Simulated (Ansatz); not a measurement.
According to plane-wave PAW PBEsol (Ansatz code), HfSiO₄ in the tetragonal phase (I4_1/amd; Hf on 4a, Si on 4b, O on 16h) relaxes to a = 6.583 Å, c = 5.967 Å. Si has 4 nearest neighbours from 1.63 Å (tetrahedral). Its formation energy from the elements is -309 kJ/mol-atom, with no fitted shifts.

It is gapped at this level: 5.37 eV (indirect). HSE06 on the same cell gives 7.29 eV. Gap from PBEsol with spin–orbit coupling: 5.37 eV.

The bulk modulus is 224 GPa. The relaxed-ion elastic constants in GPa are C11 = 428, C12 = 69.4, C13 = 151, C33 = 484, C44 = 109, C66 = 49.6. The elastic constants imply a Debye temperature near 593 K. Perturbation theory gives ε∞ = 3.92 (xx = yy), 4.16 (zz). Born charges are Hf +5.07, Si +3.56, O -2.16 e.

Symmetry was held in the PBEsol relaxation. No spin polarisation was allowed. The references are the lowest solids computed at this level, not always the standard phases (solids in place of the gases). Scalar-relativistic: spin–orbit coupling is off unless named, which matters more the heavier the elements.

Potentials: the earlier of the program's two PAW sets. The files were generated under PBE; for other functionals the program regenerates the frozen cores, and for LDA and PBEsol the local potential too.
